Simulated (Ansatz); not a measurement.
Data:

VRe:
Space group Cmmm (No. 65); a = 3.0271 Å, b = 4.3601 Å, c = 4.2214 Å, α = β = γ = 90.00°

```csv
atom,site,symmetry,x,y,z
V,2c,mmm,0.0000,0.5000,0.5000
Re,2a,mmm,0.0000,0.0000,0.0000
```
(The calculation used a cell of 2 atoms; values per cell refer to that cell.)

This is the r²SCAN-relaxed structure.

All from r²SCAN (plane waves, PAW; program Ansatz), unless another level is named. Give the formation energy from the elements (no fitted shifts).

-340 meV/atom.

What about the density of states at the Fermi level?

0.51 states/eV per atom (mean over ±0.08 eV).

The workflow started from a Materials Project entry (that database holds measured and hypothetical structures alike); the Crystallography Open Database copy checked does not list it. With V and Re taken as one species the cell has the higher symmetry Im-3m, so it may be an ordered model of a mixed-site phase. Its standing as an ambient phase is unchecked. The r²SCAN relaxation kept the symmetry of its start; whether a distortion lowers the energy is not shown. The run is not spin-polarised. Axis ratios of metals converge slowly with the k-mesh, so a and c are less sure than the volume. The references are the lowest solids computed at this level, not always the standard phases. Spin–orbit coupling is left out wherever it is not named.

Potentials: the later of the program's two PAW sets.
